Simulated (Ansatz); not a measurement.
This Sc₃SbP₂ structure is the end of a relaxation. The cell was found from a structure generator's guess, not taken from experiment.

These are results of DFT PBE, scalar-relativistic, plane waves, PAW in Ansatz, not measurements. Cutoff 420 eV, Γ-centred mesh, Gaussian smearing, no spin polarisation.

```
Sc Sb P
1.0
     1.90281    1.09859   10.17642
    -1.90281    1.09859   10.17642
     0.00000   -2.19717   10.17642
Sc Sb P
3 1 2
Cartesian
  0.0000 0.0000 18.4263
  0.0000 0.0000 12.1029
  0.0000 0.0000 15.2646
  0.0000 0.0000 0.0000
  0.0000 0.0000 6.6990
  0.0000 0.0000 23.8303
```

The zero of energy is the elements' standard structures at the same level; no fitted shifts are applied. The references include black phosphorus.

(1) Find its symmetry and describe it.

(2) What is its formation energy per atom?

(3) Is it a metal?

Results:

(1) R-3m (No. 166). Conventional cell: a = 3.806 Å, c = 30.529 Å. Sc on a site of symmetry 3m has 3 P at 2.69 Å, 3 Sb at 2.92 Å and 1 Sc at 3.16 Å; Sc on a site of symmetry -3m has 6 P at 2.72 Å and 2 Sc at 3.16 Å; Sb is surrounded by 6 Sc at 2.92 Å; P has 6 Sc at 2.69–2.72 Å.

(2) −1.21 eV/atom.

(3) Yes, bands cross the Fermi level on the 12×12×12 mesh.

The last run used a 12×12×12 mesh for its 6-atom cell and Gaussian smearing of 0.10 eV. These runs have no spin–orbit coupling, which can matter for Sb. The reference form of P is held partly by dispersion forces, which this level lacks. This cell was reached by moving the atoms of another relaxed cell at random and relaxing again, last within the group found; it had no such test of its own. Another cell of Sc3SbP2 relaxed alike, in R3m, lies 61 meV/atom lower, so this cell isn't the stable form at this level.
